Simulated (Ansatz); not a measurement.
### Question
FeS2 in space group Pa-3 (No. 205; Fe on 4a, S on 8c) is relaxed with PBEsol (plane waves, PAW; program Ansatz). What lattice parameters of the conventional cell result?

### Answer
a = 5.324 Å.

### Question
Give the free coordinates with the occupied sites.

### Answer
In one choice of origin and axes:

```tsv
atom	site	symmetry	x	y	z
Fe	4a	.-3.	0.0000	0.0000	0.0000
S	8c	.3.	0.3817	0.3817	0.3817
```

### Question
Is it a metal or does it have a gap at this level?

### Answer
A gap of 0.24 eV, indirect.

The measured cell (COD 7700358, doi:10.1039/c9dt01902b; 295 K, pressure taken as ambient) has 13.25 Å³ per atom; the computed volume differs by -5.1 %, which includes thermal expansion and zero-point motion.

Symmetry was held in the PBEsol relaxation; of distortions, only those at the zone centre were tested. The workflow began spin-polarised and lost its moments.

Potentials: the later of the program's two PAW sets.
